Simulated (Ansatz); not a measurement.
Ti2Cd: pressure against volume

A database entry relaxed whole under r2SCAN (I4/mmm):

```xyz
3
Lattice="-1.4236 1.4236 6.7217 1.4236 -1.4236 6.7217 1.4236 1.4236 -6.7217" Properties=species:S:1:pos:R:3 pbc="T T T"
Ti    0.0000    0.0000    4.3467
Ti    0.0000    0.0000    9.0967
Cd    0.0000    0.0000    0.0000
```

The cell was scaled uniformly, its shape held, and the atoms relaxed at each volume with plane-wave PAW DFT (Ansatz 0.2.0; r2SCAN, 500 eV, 13×13×13 Γ-centred mesh, fermi-dirac occupations of width 0.100 eV; no spin, no spin-orbit coupling). One row is withheld.

```json
{"volume (Å³/atom)": "17.072", "energy over the lowest (meV/atom)": "22.7", "pressure (GPa)": "7.09"}
{"volume (Å³/atom)": "17.436", "energy over the lowest (meV/atom)": "?", "pressure (GPa)": "?"}
{"volume (Å³/atom)": "17.799", "energy over the lowest (meV/atom)": "2.3", "pressure (GPa)": "2.12"}
{"volume (Å³/atom)": "18.162", "energy over the lowest (meV/atom)": "0.0", "pressure (GPa)": "0.02"}
{"volume (Å³/atom)": "18.525", "energy over the lowest (meV/atom)": "2.2", "pressure (GPa)": "-1.86"}
{"volume (Å³/atom)": "18.889", "energy over the lowest (meV/atom)": "8.4", "pressure (GPa)": "-3.53"}
{"volume (Å³/atom)": "19.252", "energy over the lowest (meV/atom)": "18.2", "pressure (GPa)": "-5.05"}
```

Q: Fit the pressures of the other rows to the third-order Birch-Murnaghan form.

A: With f = [(V₀/V)^(2/3) − 1]/2 and P = 3B₀f(1 + 2f)^(5/2)[1 + 3(B₀′ − 4)f/2], least squares gives V₀ = 18.17 Å³ an atom, B₀ = 99.1 GPa and B₀′ = 4.5; the rows miss the fit by less than 0.01 GPa. The slope of the energies differs from these pressures by less than 0.05 GPa.

Q: What does the withheld row hold?

A: The fit gives 4.47 GPa at 17.436 Å³; the run gave 4.48 GPa and 9.7 meV an atom.

Caveats: the shape of the cell was held, so B₀ is an upper bound where the axes differ in stiffness; 0 K, fixed nuclei; the symmetry was kept, and this need not be the phase that is stable at 0 K; one mesh for all volumes; pressure is positive in compression.
